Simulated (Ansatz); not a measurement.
AgI:
Space group Fm-3m (No. 225); a = b = c = 5.985 Å, α = β = γ = 90.00°

| atom | site | symmetry | x | y | z |
|---|---|---|---|---|---|
| Ag | 4a | m-3m | 0.0000 | 0.0000 | 0.0000 |
| I | 4b | m-3m | 0.5000 | 0.5000 | 0.5000 |
(The calculation used a cell of 2 atoms; values per cell refer to that cell.)

Relaxed with PBEsol. PBEsol in the plane-wave PAW code Ansatz gives a gap of 0.38 eV.

**Question.** What gap does HSE06 give on the same cell (Ansatz, PAW)?

**Answer.** 1.60 eV, 1.22 eV more. The hybrid was solved on a coarser mesh and at special points; the gap given is the minimum over both.

```csv
k,v1 PBEsol,c1 PBEsol,v1 HSE06,c1 HSE06
Γ,-1.54,0.94,___,___
X,-2.78,0.38,-2.78,1.60
L,0.00,3.03,___,___
W,-2.23,3.13,___,___
K,-1.49,1.91,___,___
```

**Question.** Top valence (v1) and lowest conduction level (c1) in eV from each method's valence maximum (which need not be a listed point): supply the withheld HSE06 values.

**Answer.** 
- Γ, v1 HSE06: -1.45
- Γ, c1 HSE06: 2.28
- K, v1 HSE06: -1.56
- K, c1 HSE06: 3.12
- L, v1 HSE06: 0.00
- L, c1 HSE06: 4.18
- W, v1 HSE06: -2.29
- W, c1 HSE06: 4.34

Cost on shared cores: the PBEsol run (SCF on a 8×8×8 mesh, then bands and DOS) very roughly 23 core-seconds, the HSE06 run (SCF on 6×6×6, then a few points) roughly 3 core-minutes; the tasks are unlike.

This is a known high-pressure phase of the composition, computed here at zero pressure and temperature. Symmetry was held in the PBEsol relaxation; whether a distortion lowers the energy is not shown. The run is not spin-polarised. Scalar-relativistic: spin–orbit coupling is off unless named, which matters more the heavier the elements.

Potentials: the earlier of the program's two PAW sets. The files were generated under PBE; for other functionals the program regenerates the frozen cores, and for LDA and PBEsol the local potential too.
